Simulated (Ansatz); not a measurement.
AlMo₂N:
```
CELL_PARAMETERS angstrom
      2.83086     0.00000     0.00000
     -1.41543     2.45160     0.00000
      0.00000     0.00000    14.65627
ATOMIC_POSITIONS crystal
  Al 0.33333 0.66667 0.75000
  Al 0.66667 0.33333 0.25000
  Mo 0.33333 0.66667 0.09622
  Mo 0.66667 0.33333 0.59622
  Mo 0.66667 0.33333 0.90378
  Mo 0.33333 0.66667 0.40378
  N  0.00000 0.00000 0.00000
  N  0.00000 0.00000 0.50000
```

This is the r²SCAN-relaxed structure.

Question: All from the program Ansatz at the r²SCAN level (PAW), unless another level is named. Give the electronic character.

Answer: metallic (no gap).

Question: Next, the density of states at the Fermi level?

Answer: 0.64 states/eV per atom (mean over ±0.08 eV).

Question: Next, the formation energy from the elements (no fitted shifts)?

Answer: -0.27 eV/atom.

Question: And the gap with spin–orbit coupling?

Answer: none (metallic).

Space group P6_3/mmc. The start of the workflow was typed in or built on a structure type; neither database checked (COD, Materials Project) lists it. Its standing as an ambient phase is unchecked. The cell was relaxed with r²SCAN under the symmetry of its start; its stability against distortions is not shown here. The workflow began spin-polarised and lost its moments. The references are the lowest solids computed at this level, not always the standard phases (solids in place of the gases). Spin–orbit coupling is left out wherever it is not named.

Potentials: the earlier of the program's two PAW sets.
